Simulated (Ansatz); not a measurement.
Rh (fcc)

Method: PBE, scalar-relativistic; no spin polarisation; PAW, 420 eV, Γ-centred 18×18×18 mesh, 0.05 eV Gaussian smearing; code Ansatz; PAW files: Ansatz's generated set soft_2.

Space group Fm-3m (No. 225). a = 3.830 Å, b = 3.830 Å, c = 3.830 Å, α = 90.00°, β = 90.00°, γ = 90.00°
| atom | site | symmetry | x | y | z |
| --- | --- | --- | --- | --- | --- |
| Rh | 4a | m-3m | 0.0000 | 0.0000 | 0.0000 |

Cell and atoms are those of this level's equilibrium.

The run used a cell of 1 atoms; the mesh refers to it.

```yaml
Volume: 14.04 Å³/atom
```

Q: Estimate the band gap at this level of theory (PBE).

A: zero (metallic).

With 17 valence electrons in the calculation's cell and no magnetic order, the bands, two electrons each, can't all be full or empty: band theory demands a metal. (Only strong correlation, outside this picture, could make a Mott insulator of it.)

**What was measured.** A cell as deposited of cubic Rh (space group Fm-3m), temperature not stated, from the Crystallography Open Database (1963), has a = 3.803 Å and 13.75 Å³/atom.

**Against experiment.** PBE gives 3.830 Å and 14.04 Å³/atom, +2.1 % in volume (+0.7 % in length) from the database's cell. PBE usually overestimates volumes by a few per cent.
